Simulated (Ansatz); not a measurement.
Input:

Starting cell, Sn (beta-Sn type, space group I4_1/amd):

```yaml
crystal:
  lattice:
    - [-5.94700, 5.94700, 3.21230]
    - [0.00000, 0.00000, 3.21230]
    - [0.00000, 5.94700, 0.00000]
  atoms:
    - { symbol: Sn, position: [0.00000, 0.25000, 0.50000] }
    - { symbol: Sn, position: [0.50000, 0.25000, 0.50000] }
    - { symbol: Sn, position: [0.00000, 0.00000, 0.00000] }
    - { symbol: Sn, position: [0.50000, 0.00000, 0.00000] }
```

A phonon eigenvector at M = (0.5, 0.5, 0.5) is frozen into this cell: atom i moves by Q times the vector below, so Q is the largest atomic displacement, in Å. The cell is held. It is one choice among 2 degenerate patterns. (q is in reciprocal vectors of the primitive cell; the cell shown is doubled to hold the pattern.)

```
atom      x      y       z
----  -----  -----  ------
Sn1   0.000  0.000  -1.000
Sn2   0.000  0.000   1.000
Sn3   0.000  0.000  -0.324
Sn4   0.000  0.000   0.324
```

Calculation: PBE (plane waves to 420 eV, PAW, scalar-relativistic; Ansatz, a quantum-chemistry and plane-wave program). k mesh 16×16×16 (Γ-centred), Fermi-Dirac smearing 0.05 eV. Energies are smeared free energies. With partly filled bands, energies and forces of such displacements shift with the k mesh and the smearing. Sn was relaxed with its symmetry unable to fall. The zero of ΔE is the undisplaced structure.

The scan covers Q from -0.180 to 0.180 Å in 13 points.

Task: Which space group does the distorted structure have?

Result: Pmm2 (No. 25), lowered from I4_1/amd.

Task: What is the energy change at Q = 0.180 Å?

Result: 21.6 meV/cell.

Task: What harmonic wavenumber does the curvature at Q = 0 give?

Result: 38 cm⁻¹.

(A displaced cell: forces are minus the slopes of the energy, force constants its curvatures, and phonons follow from these.)
